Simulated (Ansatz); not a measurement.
TiOF:
```
CELL_PARAMETERS angstrom
      3.25293    -3.59707     0.00000
      3.25293     3.59707     0.00000
      0.00000     0.00000     2.85844
ATOMIC_POSITIONS crystal
  Ti 0.00000 0.00000 0.00000
  Ti 0.50000 0.50000 0.50000
  F  0.28705 0.71295 0.00000
  O  0.79390 0.79390 0.50000
  F  0.71295 0.28705 0.00000
  O  0.20610 0.20610 0.50000
```
The run is spin-polarised; directions of the spins, atom by atom: ↑ ↑ 0 0 0 0.

Relaxed with PBEsol. Special points in fractions of this cell's reciprocal vectors: Γ (0.000, 0.000, 0.000); Y (-0.500, 0.500, 0.000); C0 (-0.454, 0.546, 0.000); Σ0 (0.454, 0.454, 0.000); Z (0.000, 0.000, 0.500); A0 (0.454, 0.454, 0.500); E0 (-0.454, 0.546, 0.500); T (-0.500, 0.500, 0.500); S (0.000, 0.500, 0.000); R (0.000, 0.500, 0.500).

Question: List the band energies nearest the Fermi level at these points for the program Ansatz at the PBEsol level (PAW).

Answer: In eV from the Fermi level; about four levels below and three above (degenerate sets whole), none deeper than 8.9 eV; points with the same levels are listed once.

| k | below | above |
|---|---|---|
| Γ ↑ | -3.74 -1.40 -0.64 -0.09 | 0.32 0.61 1.01 |
| Y ↑ | -4.26 -3.77 -1.42 -0.67 | 0.36 0.48 0.62 |
| C0 ↑ | -4.38 -3.81 -1.41 -0.62 | 0.36 0.51 0.67 |
| Z ↑ | -5.70 -5.57 -5.07 -5.01 | 0.01 0.45 0.66 |
| A0 ↑ | -5.09 -4.87 -4.32 -0.15 | 0.19 0.23 0.87 |
| T ↑ | -5.09 -4.81 -4.38 -0.15 | 0.27 0.41 0.66 |
| S ↑ | -4.72 -4.17 -1.14 -0.11 | 0.49 0.78 1.09 |
| R ↑ | -5.12 -4.08 -0.62 -0.43 | 0.23 1.17 1.50 |
| Γ ↓ | -4.12 -3.75 -1.04 -0.01 | 0.63 1.03 1.04 |
| Y ↓ | -4.24 -3.78 -1.04 -0.06 | 1.04 1.09 1.15 |
| C0 ↓ | -4.34 -3.81 -1.04 -0.01 | 1.09 1.09 1.17 |
| Z ↓ | -5.64 -5.49 -4.97 -4.97 | 0.79 0.82 1.23 |
| A0 ↓ | -5.42 -5.06 -4.80 -4.30 | 0.60 0.67 0.79 |
| T ↓ | -5.47 -5.06 -4.75 -4.35 | 0.63 0.67 1.02 |
| S ↓ | -4.76 -4.71 -4.14 -0.79 | 0.55 1.27 1.33 |
| R ↓ | -5.28 -5.27 -5.06 -4.11 | 0.03 0.11 0.86 |

Space group Cmmm. The start of the workflow was typed in or built on a structure type; neither database checked (COD, Materials Project) lists it. Whether it is the stable phase at ambient conditions was not checked. The PBEsol relaxation kept the symmetry of its start; whether a distortion lowers the energy is not shown. Spin order of the final state: ferromagnetic, chosen from 2 collinear starts compared on coarse meshes (ties went to the first, and starts can fall back to one state), not a proven ground state. No Hubbard U is applied. The compound may be a true metal, but semilocal functionals without U, or a wrong spin order, can also close a gap.

Potentials: the earlier of the program's two PAW sets. The files were generated under PBE; for other functionals the program regenerates the frozen cores, and for LDA and PBEsol the local potential too.
